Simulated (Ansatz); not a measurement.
# Computed properties of SrSi2Au2

SrSi$_{2}$Au$_{2}$:
```
SrSi2Au2
1.0
   -2.19451     2.19451     5.03456
    2.19451    -2.19451     5.03456
    2.19451     2.19451    -5.03456
Au Sr Si
2 1 2
Direct
  0.75000   0.25000   0.50000
  0.25000   0.75000   0.50000
  0.00000   0.00000   0.00000
  0.38219   0.38219   0.00000
  0.61781   0.61781   0.00000
```

Space group I4/mmm (No. 139); conventional cell a = b = 4.389 Å, c = 10.069 Å, α = β = γ = 90.00°.

Method: the program Ansatz at the PBEsol level (PAW). The cell and atoms are relaxed at this level. Other levels are named where they apply.

Cell and energy:

```yaml
volume_per_atom: 19.40 Å³
density: 9.21 g/cm³
Formation energy from the elements (no fitted shifts): -0.56 eV/atom
```

Electronic structure:

```yaml
electronic_character: metallic (no gap)
Density of states at the Fermi level: 0.31 states/eV per atom (mean over ±0.08 eV)
Gap with spin–orbit coupling: none (metallic)
```

Mechanics:

```yaml
Bulk modulus (Birch–Murnaghan fit): 97.6 GPa
Pressure derivative B′: 4.9
```

Charges:

```yaml
bader_charges: Au -0.86, Sr +1.33, Si +0.19 e
```

The workflow started from an entry of the Crystallography Open Database (COD). Whether it is the stable phase at ambient conditions was not checked. The PBEsol relaxation kept the symmetry of its start; its stability against distortions is not shown here. The references are the lowest solids computed at this level, not always the standard phases. Scalar-relativistic: spin–orbit coupling is off unless named, which matters more the heavier the elements.

Potentials: the later of the program's two PAW sets.
